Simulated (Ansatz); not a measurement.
Input, command and steps of an Ansatz relaxation.

```yaml
crystal:
  lattice:
    - [2.864, 0.0, 0.0]
    - [0.0, 2.864, 0.0]
    - [0.0, 0.0, 3.51]
  atoms:
    - { symbol: Zn, position: [0.5, 0.5, 0.5] }
    - { symbol: Pt, position: [0.0, 0.0, 0.0] }
basis:
  ecutwfc: 500
kpoints:
  mp_grid: { grid: [14, 14, 12] }
hamiltonian:
  xc: r2scan
scf:
  occupations: { method: gaussian, width: 0.1 }
output:
  forces: true
  stress: true
  eigenvalues: true
  write_density: true
  write_potential: true
  elf: true
  volumetric_format: npy
relax:
  adjacent_minimum: "off"
  f_tol: 0.005
  max_steps: 80
  cell: { stress_tol: 0.05 }
```

```bash
ansatz run input.yaml --threads 1 --pin off --max-ram 2560MiB --backend cpu --events-out ev --progress --plain --runs-dir out
```

The calculation used DFT r2SCAN, scalar-relativistic, plane waves, PAW in Ansatz.

Of 6 frames 6 are shown, positions in Å and forces in eV/Å; the SCF threshold varies from step to step. Steps run on the plane waves of an earlier cell, with a Pulay correction in the pressure. The basis is chosen afresh for the last frame, the zero of the energies, and at times for earlier ones too; energy and pressure can step there, also at an unchanged geometry. Where two frames share a geometry here, they differ by under 2 meV/atom and 0.3 GPa.

```xyz
2
Lattice="2.8640 0.0000 0.0000 0.0000 2.8640 0.0000 0.0000 0.0000 3.5100" Properties=species:S:1:pos:R:3:forces:R:3 pbc="T T T" step=1 free_energy_over_end_meV_per_atom=2.70 pressure_GPa=-3.26
Zn    1.4320    1.4320    1.7550    0.0000    0.0000    0.0000
Pt    0.0000    0.0000    0.0000    0.0000    0.0000    0.0000
2
Lattice="2.8394 0.0000 0.0000 0.0000 2.8394 0.0000 0.0000 0.0000 3.4767" Properties=species:S:1:pos:R:3:forces:R:3 pbc="T T T" step=2 free_energy_over_end_meV_per_atom=0.76 pressure_GPa=1.93
Zn    1.4197    1.4197    1.7383    0.0000    0.0000    0.0000
Pt    0.0000    0.0000    0.0000    0.0000    0.0000    0.0000
2
Lattice="2.8518 0.0000 0.0000 0.0000 2.8518 0.0000 0.0000 0.0000 3.4801" Properties=species:S:1:pos:R:3:forces:R:3 pbc="T T T" step=3 free_energy_over_end_meV_per_atom=-0.06 pressure_GPa=-0.06
Zn    1.4259    1.4259    1.7400    0.0000    0.0000    0.0000
Pt    0.0000    0.0000    0.0000    0.0000    0.0000    0.0000
2
Lattice="2.8535 0.0000 0.0000 0.0000 2.8535 0.0000 0.0000 0.0000 3.4751" Properties=species:S:1:pos:R:3:forces:R:3 pbc="T T T" step=4 free_energy_over_end_meV_per_atom=-0.09 pressure_GPa=-0.03
Zn    1.4267    1.4267    1.7376    0.0000    0.0000    0.0000
Pt    0.0000    0.0000    0.0000    0.0000    0.0000    0.0000
2
Lattice="2.8548 0.0000 0.0000 0.0000 2.8548 0.0000 0.0000 0.0000 3.4711" Properties=species:S:1:pos:R:3:forces:R:3 pbc="T T T" step=5 free_energy_over_end_meV_per_atom=-0.10 pressure_GPa=0.00
Zn    1.4274    1.4274    1.7355    0.0000    0.0000    0.0000
Pt    0.0000    0.0000    0.0000    0.0000    0.0000    0.0000
2
Lattice="2.8548 0.0000 0.0000 0.0000 2.8548 0.0000 0.0000 0.0000 3.4711" Properties=species:S:1:pos:R:3:forces:R:3 pbc="T T T" step=6 free_energy_over_end_meV_per_atom=0.00 pressure_GPa=-0.01
Zn    1.4274    1.4274    1.7355    0.0000    0.0000    0.0000
Pt    0.0000    0.0000    0.0000    0.0000    0.0000    0.0000
```

It took 2.1 min on 1 thread of Arm Neoverse V1, with other jobs on the host, peak memory 0.52 GiB.

Spin–orbit coupling is left out, which can shift energies with elements as heavy as these.